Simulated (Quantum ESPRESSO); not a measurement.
# Planted mistakes on one cell of Zr2NbF3O5

Calculated results; nothing here was measured. They come from pw.x of Quantum ESPRESSO 7.5, a plane-wave density functional program, with PseudoDojo standard norm-conserving files (v0.5 for PBE, v0.4.1 for LDA and PBEsol). The cells are made up: elements, strain and atom displacements were drawn at random, and nothing was relaxed. There is no spin polarisation, spin-orbit coupling or dispersion term.

The cell has 12 sites of a fluorite lattice. Sites 1 to 4 hold Zr Nb empty Zr; sites 5 to 12 hold F F O O O O O F. Cell vectors in Å: (5.164, -0.069, 0.085); (-0.069, 5.139, 0.007); (0.085, 0.007, 5.120). Settings: PBE, cutoff 1143 eV, 4 x 4 x 4 k mesh shifted by half a step, Fermi-Dirac smearing of 0.025 eV.

The intended run has a self-consistency threshold of 1e-07 eV, a smearing term of 0.000 eV, a pressure of -12.74 GPa and 19 iterations. Each further run changes one thing: all lengths scaled by 0.9929; atoms of sites 8 and 12 exchanged; cutoff 643 eV; files of PBEsol; k mesh 2 x 2 x 2; one electron removed; smearing 0.69 eV; threshold 0.2 eV. A coarse mesh keeps the shift, and a charged cell sits in a uniform background.

| run | change of free energy (eV) | smearing term -TS (eV) | change of P (GPa) | largest change of a force component (eV/Å) | iterations |
| --- | --- | --- | --- | --- | --- |
| A | 10.725 | 0.000 | -57.05 | 0.071 | 19 |
| B | -1.895 | -4.770 | 4.75 | 1.089 | 18 |
| C | -0.099 | 0.000 | 0.42 | 4.267 | 18 |
| D | 0.030 | 0.000 | -1.99 | 0.104 | 7 |
| E | 17.045 | 0.000 | -5.74 | 0.110 | 20 |
| F | -0.205 | 0.000 | -0.37 | 0.097 | 19 |
| G | -0.200 | 0.000 | 3.16 | 0.116 | 19 |
| H | -8.831 | -0.010 | -17.26 | 0.940 | 20 |

A rerun of the intended cell at 1467 eV and k mesh 6 x 6 x 6 moved values by no more than 0.002 eV in the cell's energy, 0.07 GPa in stress and 0.009 eV/Å in force.

Question: which change belongs to which run?

## Worked reading

Run D has the fewest iterations, as a run stopped early does. Run B has the largest smearing term, as wide smearing gives. Run A has a higher energy and the largest fall in pressure, as too small a basis gives. Run G changes the volume by a factor of 0.9789; minus its pressure change over the logarithm of that factor, 148 GPa, is a rough bulk modulus with clamped atoms. Energies from files of another functional, or of a charged cell, have another zero and say nothing on stability; the pressure of a charged cell rests on the program's zero of potential too.

## Key

| run | change |
| --- | --- |
| A | cutoff 643 eV |
| B | smearing 0.69 eV |
| C | atoms of sites 8 and 12 exchanged |
| D | threshold 0.2 eV |
| E | files of PBEsol |
| F | k mesh 2 x 2 x 2 |
| G | all lengths scaled by 0.9929 |
| H | one electron removed |